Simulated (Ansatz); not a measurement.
## MgI2 (P-3m1): the size of the finite step

```
CELL_PARAMETERS angstrom
4.13004 0.00000 0.00000
-2.06502 3.57672 0.00000
0.00000 0.00000 7.02195
ATOMIC_POSITIONS crystal
Mg 0.00000 0.00000 0.00000
I 0.33333 0.66667 0.23768
I 0.66667 0.33333 0.76232
```

The conventional cell has a = 4.130 Å, b = 4.130 Å, c = 7.022 Å, α = 90.00°, β = 90.00°, γ = 120.00°. Mg (atom 1) is surrounded by 6 I at 2.91 Å. I (atom 2) has 3 Mg at 2.91 Å as nearest neighbours.

Level of theory, where no other is named: PBEsol, PAW on Ansatz 0.2.0's default frozen-core files (fitted under PBE), scalar-relativistic. k mesh 6×6×4, strains of ±0.008, fixed occupations, cutoff 420 eV. The cell was relaxed by PAW under this functional.

(1) Elastic constants come from stresses at strains of ±0.008 (two-point stencil): C11 = 44.5, C12 = 12.2, C13 = 2.6, C14 = -0.5, C33 = 9.0, C44 = 2.6 GPa. What does an amplitude of 0.0002 give?

## Answers

(1) C11 = 44.5, C12 = 12.0, C13 = 2.6, C14 = -0.9, C33 = 9.0, C44 = 2.8 GPa. A very small step divides the noise of the stresses by a small number. Steps under 0.001 aren't safe in general, since the basis can change from cell to cell and the noise grows as 1/δ.

Keep in mind: frozen-core PAW files fitted under PBE, their cores solved anew for the functional of the run; no dispersion correction, so the spacing and stiffness between layers or molecules are poor.
